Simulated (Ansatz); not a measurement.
NbAs (CsCl type, space group No. 221) under volume change, r²SCAN (plane waves, PAW; program Ansatz), scaled uniformly.

```csv
V (Å³/atom),E − E(relaxed) (meV/atom),P (GPa)
15.031,86.2,20.17
15.527,36.2,12.36
16.022,8.6,5.69
16.518,0.0,0.00
17.013,7.7,-4.84
17.509,29.2,-8.96
18.004,62.5,-12.46
```

**Question.** What does a third-order Birch–Murnaghan fit give for V₀, B₀ and B′?

**Answer.** V₀ = 16.52 Å³/atom, B₀ = 174 GPa, B′ = 4.3.

Space group Pm-3m (CsCl type). The cell is a constructed one: a structure type filled with these elements; neither database checked (COD, Materials Project) lists it. COD files the formula under space group No. 109, so this cell is another polymorph or a model. Whether it is the stable phase at ambient conditions was not checked. The r²SCAN relaxation kept the symmetry of its start; its stability against distortions is not shown here. No spin polarisation was allowed.

Potentials: the later of the program's two PAW sets.
